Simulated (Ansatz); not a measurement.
Input:

Cl:
```xyz
4
Lattice="4.5010 0.0000 0.0000 -2.2505 3.8979 0.0000 0.0000 0.0000 9.3912" Properties=species:S:1:pos:R:3 pbc="T T T"
Cl     0.0000     2.5986     1.3570
Cl     2.2505     1.2993     6.0526
Cl     2.2505     1.2993     8.0342
Cl     0.0000     2.5986     3.3386
```

This is the HSE06-relaxed structure.

Q: All from DFT-HSE06 in the program Ansatz with PAW potentials, unless another level is named. Predict the band gap.

A: 3.88 eV (smallest direct gap 3.89 eV).

Q: And the valence-band maximum?

A: on the Γ–M line, 67 % of the way from Γ.

Q: What about the conduction-band minimum?

A: at Γ.

Space group P6_3/mmc. A made-up cell: these elements were put on the sites of a structure type; neither database checked (COD, Materials Project) lists it. It is not the usual solid phase (space group No. 64). The cell was relaxed with HSE06 under the symmetry of its start; whether a distortion lowers the energy is not shown. The substance is a gas or liquid at ambient conditions. A crystal of weakly bound units computed without a dispersion correction: the cell and the soft elastic constants depend strongly on that. The hybrid was solved on a coarse mesh, the path and, where they were found, the r²SCAN edge points; its band edges are the extreme levels among these.

Potentials: the later of the program's two PAW sets.
